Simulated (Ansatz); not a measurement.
Relaxed-ion elastic tensor of NiGe in space group Pnma (No. 62; Ni on 4c, Ge on 4c) in GPa (Voigt order), the program Ansatz at the LDA level (PAW); density 8.56 g/cm³, 12.74 Å³ per atom.

```
 247   166   125   0.0   0.0   0.0
 166   219   127   0.0   0.0   0.0
 125   127   203   0.0   0.0   0.0
 0.0   0.0   0.0  80.0   0.0   0.0
 0.0   0.0   0.0   0.0   124   0.0
 0.0   0.0   0.0   0.0   0.0   126
```

Is the crystal mechanically stable?

Yes: the smallest eigenvalue of C is 64.3 GPa.

Work out the Voigt, Reuss and Hill averages.

K_V = 167, K_R = 164, K_H = 165; G_V = 82.8, G_R = 62.9, G_H = 72.8 GPa.

Give Young's modulus, Poisson's ratio, Pugh's ratio and the universal anisotropy index.

E = 9KG/(3K + G) = 191 GPa; ν = 0.31; K/G = 2.27 (ductile by the Pugh limit of 1.75); A_U = 5G_V/G_R + K_V/K_R − 6 = 1.61.

Estimate the sound speeds and the Debye temperature.

v_l = √((K + 4G/3)/ρ) = 5540 m/s, v_t = √(G/ρ) = 2920 m/s, mean 3260 m/s; Θ = (h/k)(3n/4πV)^(1/3) v_m = 416 K.

Solve the Christoffel equation for the three sound speeds along x, y, z.

Eigenvalues of C_ijkl n_j n_l equal ρv². In km/s, slowest first: x 3.81, 3.84, 5.37; y 3.06, 3.84, 5.06; z 3.06, 3.81, 4.87.

How much does each axis shrink under pressure?

Linear compressibilities β_i = Σ_j S_ij (j = 1 to 3): x 1.3, y 1.9, z 2.9 per TPa.

The LDA relaxation kept the symmetry of its start. No spin polarisation was allowed. As this level gives no gap, shear constants depend on the k-mesh and smearing (Fermi–Dirac, 0.1 eV here). On the denser mesh and wider smearing of the elastic run this cell carries a stress of 0.5 GPa.

Potentials: the later of the program's two PAW sets.
